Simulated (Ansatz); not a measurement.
BaZrO3: the gap against volume

BaZrO3, Pm-3m, a = 4.227 Å. The structure is a COD entry; whether it is the stable form wasn't checked. Ansatz: PBE, PAW, 420 eV, Γ-centred 6×6×6 mesh on 5 atoms, Gaussian smearing 0.02 eV; no spin polarisation. Symmetry fixes shape and atoms, so the cell is only scaled; x = ln(V/V0) with V0 = 15.107 Å³/atom. The gap is read at the mesh points alone.

```tsv
x	gap y (eV)
-0.0619	3.322
-0.0305	3.252
0.0000	3.180
0.0296	3.109
0.0583	?
```

Fit a straight line to the other rows, give the volume deformation potential of the gap and its pressure coefficient, and predict the missing gap. B0 = 149.3 GPa.

Means x = -0.01570, y = 3.2157; Σ(Δx)² = 0.004652, ΣΔxΔy = -0.01084; the slope is their ratio. y = 3.1792 − 2.3306 x. The slope is the deformation potential a = dE_g/d ln V = -2.33 eV, and dE_g/dP = −a/B0 = 15.6 meV/GPa. At x = 0.0583 the fit asked for gives 3.043 eV. The run gave 3.036 eV, so the fit is 0.007 eV too high, 2.4 % of the span of the series, against an rms of 0.001 eV on the fitted rows. The row lies outside the fitted range. With a term in x² added, a fit to the same known rows predicts 3.037 eV, so most of the miss is curvature that the known rows already hold.

Spin-orbit coupling is left out, which matters for the bands of heavy elements. Semilocal functionals give gaps under the measured ones; changes of the gap mostly carry over better.